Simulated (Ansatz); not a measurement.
## Profile along the Ta–Si line in TaSiAs (space group P4/nmm)

TaSiAs (space group P4/nmm)

```
CELL_PARAMETERS angstrom
      3.50170     0.00000     0.00000
      0.00000     3.50170     0.00000
      0.00000     0.00000     7.87156
ATOMIC_POSITIONS crystal
  Ta 0.50000 0.00000 0.25454
  Ta 0.00000 0.50000 0.74546
  Si 0.00000 0.00000 0.00000
  Si 0.50000 0.50000 0.00000
  As 0.50000 0.00000 0.61280
  As 0.00000 0.50000 0.38720
```

Fields along a shortest Ta–Si line of a (010) plane (2.66 Å), from Ta to Si, interpolated on the slice's grid (step about 0.3 Å). Computed with r2SCAN (plane waves to 500 eV, PAW, scalar-relativistic; Ansatz, an electronic-structure program). k mesh 13×13×6. Near the nuclei the fields are pseudised (PAW); where an atom keeps semicore shells as valence, they peak there. Spin-orbit coupling is left out, though Ta is heavy. TaSiAs is run without spin polarisation. TaSiAs was relaxed with its symmetry unable to fall.

```tsv
distance from Ta (Å)	valence electron density (e/Å³)	electron localisation function
0.00	3.02	x
0.27	4.19	x
0.53	4.02	0.72
0.80	1.72	0.58
1.06	0.55	0.26
1.33	0.40	0.49
1.60	0.44	0.77
1.86	0.47	0.75
2.13	0.32	0.41
2.39	0.10	x
2.66	0.04	x
```

x: too close to a nucleus for the ELF to mean much.

Density on the Ta–Si line (2.66 Å) at its midpoint: 0.40 e/Å³. ELF at that point: 0.5. ELF maximum in the middle third of the Ta–Si line: 0.80, 1.7 Å from Ta.
